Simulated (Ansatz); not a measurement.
Fields on a plane of ZnCu (CsCl type)

```xyz
2
Lattice="2.9083 0.0000 0.0000 0.0000 2.9083 0.0000 0.0000 0.0000 2.9083" Properties=species:S:1:pos:R:3 pbc="T T T"
Zn     0.0000     0.0000     0.0000
Cu     1.4541     1.4541     1.4541
```

The slice is a {210} plane (indices of the conventional cell) through the point (0.500, 0.500, 0.500) (fractional), spanned by u = [100] and v = [021] in vectors of this cell: u (2.91 Å) and v (6.50 Å, at 90° to u). It covers one period; positions are fractions (u, v).

Atoms on it: Cu at (0.00, 0.00). Other atoms lie within 1 Å of the plane.

The numbers are results of PBEsol (plane waves to 420 eV, PAW, scalar-relativistic; Ansatz, a quantum-chemistry and plane-wave program), not measurements. k mesh 16×16×16. These are valence fields of a PAW run, semicore shells included where kept as valence: close to a nucleus they are smooth pseudo fields. ZnCu is run without spin polarisation. ZnCu was relaxed with its symmetry unable to fall.

```
|xxxxxx  @@@@  xxxx|
|xxxxxx++%%%%++xxxx|
|xx  ==++++++++==  |
|%%##++  xxxx  ++##|
|@@%%--xxxxxxxx--%%|
|@@##  xxxxxxxx  ##|
|%%**::xxxxxxxx::**|
|%%##++  xxxx  ++##|
|@@@@%%##++++##%%@@|
|@@@@@@@@%%%%@@@@@@|
|@@@@%%##++++##%%@@|
|%%##++  xxxx  ++##|
|%%**::xxxxxxxx::**|
|@@##  xxxxxxxx  ##|
|@@%%--xxxxxxxx--%%|
|%%##++  xxxx  ++##|
|xx  ==++++++++==  |
|xxxxxx++%%%%++xxxx|
|xxxxxx  @@@@  xxxx|
|xxxxxxxx%%%%xxxxxx|
```
Scale: ten equal steps from 4.39 (start of ' ') to 10.07 (end of '@'), in the order ' .:-=+*#%@'. Values: electrostatic potential energy of an electron, from the cell's mean, in eV. The map has 9 points along u (two characters each, u = 0 at the left) and 20 along v (v = 0 in the bottom row). Points within 1 Å of a nucleus are blanked (x), as the pseudised field means little there. The zero, the cell's mean, hangs on the PAW cores.

```
|%*-.  .-*|
|=-.    .-|
|..      .|
|    ..   |
|   .::.  |
|   :--:  |
|   .::.  |
|    ..   |
|         |
|         |
|         |
|    ..   |
|   .::.  |
|   :--:  |
|   .::.  |
|    ..   |
|..      .|
|=-.    .-|
|%*-.  .-*|
|@%=.  .=%|
```
Scale: ten equal steps from -0.72 (start of ' ') to 1.85 (end of '@'), in the order ' .:-=+*#%@'. Values: log₁₀ of the valence density in e/Å³. The map has 9 points along u (one character each, u = 0 at the left) and 20 along v (v = 0 in the bottom row). The scale is logarithmic, as a density can span decades between atoms and voids.
